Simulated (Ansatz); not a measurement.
TiAl (CuAu type, space group P4/mmm)

```
CELL_PARAMETERS angstrom
      2.79703     0.00000     0.00000
      0.00000     2.79703     0.00000
      0.00000     0.00000     4.03197
ATOMIC_POSITIONS crystal
  Al 0.50000 0.50000 0.50000
  Ti 0.00000 0.00000 0.00000
```

The slice is a (010) plane (indices of the conventional cell) through the point (0.000, 0.000, 0.000) (fractional), spanned by u = [100] and v = [001] in vectors of this cell: u (2.80 Å) and v (4.03 Å, at 90° to u). It covers one period; positions are fractions (u, v).

These are PBEsol (plane waves to 420 eV, PAW, scalar-relativistic; Ansatz, a first-principles code) values and carry that method's errors. k mesh 17×17×12. Inside the PAW spheres the values are not all-electron values, and peaks at nuclei hang on which shells count as valence. The PAW data are Ansatz's earlier set. TiAl is run without spin polarisation. TiAl was relaxed with its symmetry unable to fall.

Problem. What is the valence density on the shortest Ti–Ti line in this plane (2.80 Å), at its midpoint?

Solution. 0.24 e/Å³.

Problem. What is the ELF at the midpoint of the shortest Ti–Ti line in this plane (2.80 Å)?

Solution. 0.30.

Problem. Sketch the valence electron density on this plane as a map.

Solution. 
```
|@@@%#*+-:.....:-+*#%@@|
|@@@%#*=-:.....:-=*#%@@|
|@%%#*+=:.......:=+*#%%|
|%##*+=-:.......:-=+*##|
|***+=-:.... ....:-=+**|
|+==--:....   ....:--==|
|--::....       ....::-|
|......           .....|
|                      |
|                      |
|          ...         |
|          ...         |
|         .....        |
|         .....        |
|         .....        |
|         .....        |
|         .....        |
|         .....        |
|         .....        |
|          ...         |
|          ...         |
|                      |
|                      |
|......           .....|
|--::....       ....::-|
|+==--:....   ....:--==|
|***+=-:.... ....:-=+**|
|%##*+=-:.......:-=+*##|
|@%%#*+=:.......:=+*#%%|
|@@@%#*=-:.....:-=*#%@@|
|@@@%#*+-:.....:-+*#%@@|
|@@@@%*+-:.....:-+*%@@@|
```
Scale: ten equal steps from -0.86 (start of ' ') to 1.09 (end of '@'), in the order ' .:-=+*#%@'. Values: log₁₀ of the valence density in e/Å³. The map has 22 points along u (one character each, u = 0 at the left) and 32 along v (v = 0 in the bottom row). The scale is logarithmic, as a density can span decades between atoms and voids.
